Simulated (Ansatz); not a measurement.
# Hg4Pt: a fit and a missing row

Hg4Pt, Im-3m, a = 6.229 Å. The structure is a COD entry; whether it is the stable form wasn't checked. Ansatz: PBEsol, PAW, 420 eV, Γ-centred 8×8×8 mesh on 5 atoms, Gaussian smearing 0.10 eV; no spin polarisation. Symmetry fixes shape and atoms, so the cell is only scaled; pressure is positive in compression.

| V (Å³/atom) | P (GPa) |
| --- | --- |
| 22.717 | 6.06 |
| 23.442 | 2.72 |
| 24.167 | -0.01 |
| 24.892 | -2.23 |
| 25.617 | ? |

Question: Take V0 = 24.167 Å³/atom, count pressures from its P0 = -0.01 GPa, fit the third-order Birch–Murnaghan form to the other rows, and predict the missing pressure.

Answer: With the Eulerian strain f = ½[(V0/V)^(2/3) − 1] and y = (P − P0)/[3f(1 + 2f)^(5/2)], the form is the line y = B0 + 1.5 B0 (B0′ − 4) f. Rows (f, y): 0.02106, 86.7; 0.01026, 84.3; -0.00976, 79.6. Means f = 0.007187, y = 83.533; Σ(Δf)² = 0.0004891, ΣΔfΔy = 0.1129; the slope is their ratio. y = 81.87 + 230.9 f GPa, so B0 = 81.9 GPa and B0′ = 4 + 2 × (230.9)/(3 × 81.87) = 5.88. At V = 25.617, f = -0.01905, y = 77.47 and P = -4.03 GPa. The run gave -4.02 GPa, so the fit is 0.01 GPa too low, a small miss on the scale of the series. The form still works here, 33 % of the fitted range beyond its end.

Spin–orbit coupling is left out, which can shift energies with elements as heavy as these.

Cost: 5 runs of about 1.5 core-minutes in all, on Arm Neoverse V2 (shared hosts).